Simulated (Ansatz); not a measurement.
A geometry of ZrCu away from equilibrium: step 2 of the relaxation of a relaxed ZrCu cell displaced along its unstable phonon at q = (½, 0, 0) of its primitive reciprocal cell (98i cm⁻¹), largest move 0.15 Å. Calculation: PBE (plane waves to 420 eV, PAW, scalar-relativistic; Ansatz, a first-principles code). Γ-centred k-mesh 6×12×4 on the run's cell (coarser than for final values), Fermi–Dirac smearing 0.05 eV. The plane waves were selected for a different cell earlier on the path.

```
ZrCu
1.0
    6.30948     0.08659     0.00000
   -1.53988     2.66714     0.00000
    0.00000     0.00000     8.74354
Cu Zr
4 4
Direct
  0.37651   0.37651   0.75000
  0.77777   0.27777   0.75000
  0.12349   0.62349   0.25000
  0.72223   0.72223   0.25000
  0.00380   0.00380   0.97453
  0.49620   0.99620   0.02547
  0.00380   0.00380   0.52547
  0.49620   0.99620   0.47453
```

Question: What forces act on the atoms (eV/Å)?

Answer: 
```tsv
atom	Fx	Fy	Fz
Cu1	0.31	0.18	0.00
Cu2	-0.41	-0.24	0.00
Cu3	-0.31	-0.18	0.00
Cu4	0.41	0.24	0.00
Zr5	-0.01	0.00	-0.24
Zr6	0.01	0.00	0.24
Zr7	-0.01	0.00	0.24
Zr8	0.01	0.00	-0.24
```

The path ends in Pmmn (No. 59). No spin polarisation in the result.

The run could not lose the symmetry of its start, so the end can be a saddle point.

The end of the path is a generated cell of ZrCu: the first start was made by placing the elements on the sites of a structure type, and the end was not matched to a known phase here, so it may be hypothetical.
